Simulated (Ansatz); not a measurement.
This guess for Al3Cl is about to be relaxed.

```xyz
4
Lattice="2.4872 1.4360 4.3205 -2.4872 1.4360 4.3205 0.0000 -2.8720 4.3205" Properties=species:S:1:pos:R:3 pbc="T T T"
Al    0.0000    1.4360    4.3205
Al   -1.2436   -0.7180    4.3205
Al    1.2436   -0.7180    4.3205
Cl    0.0000    0.0000    0.0000
```

The calculation used DFT PBE, scalar-relativistic, plane waves, PAW in Ansatz 0.2.0. Cutoff 420 eV, Gaussian smearing, Γ-centred meshes. Cell and atoms relax first on a coarse mesh and then on a finer one. In between, the cell is made exact in the group found at 0.06 Å. In metals the finer mesh still leaves noise of several meV/atom or more. The steps can't lower the symmetry of their start. No spin polarisation.

A guess keeps its type if space group and coordination stay and the shape of the cell changes little (axis ratios within about 15 %, angles within 6°); the volume may change.

**Question.** Will the relaxed cell still be of the starting type?

**Answer.** It doesn't keep its type. The symmetry goes from R-3m (No. 166) to Pm-3m (No. 221). The volume per atom shrinks by 11.7 %, from 23.1 to 20.4 Å³. The shortest distance goes from 2.49 Å (Al–Cl and Al–Al) to 3.07 Å (Al–Cl and Al–Al). Counting neighbours within 15 % of an atom's shortest distance, the start has Al 6, Cl 6 and the end Al 12, Cl 12. In detail, at the end Al is surrounded by 4 Cl at 3.07 Å and 8 Al at 3.07 Å; around Cl lie 12 Al at 3.07 Å.

```cif
data_structure
_symmetry_space_group_name_H-M 'Pm-3m'
_symmetry_Int_Tables_number 221
_cell_length_a 4.3404
_cell_length_b 4.3404
_cell_length_c 4.3404
_cell_angle_alpha 90.000
_cell_angle_beta 90.000
_cell_angle_gamma 90.000
_cell_volume 81.77
loop_
_atom_site_label
_atom_site_type_symbol
_atom_site_symmetry_multiplicity
_atom_site_Wyckoff_symbol
_atom_site_fract_x
_atom_site_fract_y
_atom_site_fract_z
_atom_site_occupancy
Al1 Al 3 c 0.50000 0.00000 0.50000 1
Cl1 Cl 1 a 0.00000 0.00000 0.00000 1
```

The last run used a 12×12×12 mesh for its 4-atom cell and Gaussian smearing of 0.10 eV. A structure relaxed within its symmetry needn't be a true minimum. Another cell of Al3Cl relaxed alike, in P-6m2, lies 297 meV/atom lower, so this cell isn't the stable form at this level.
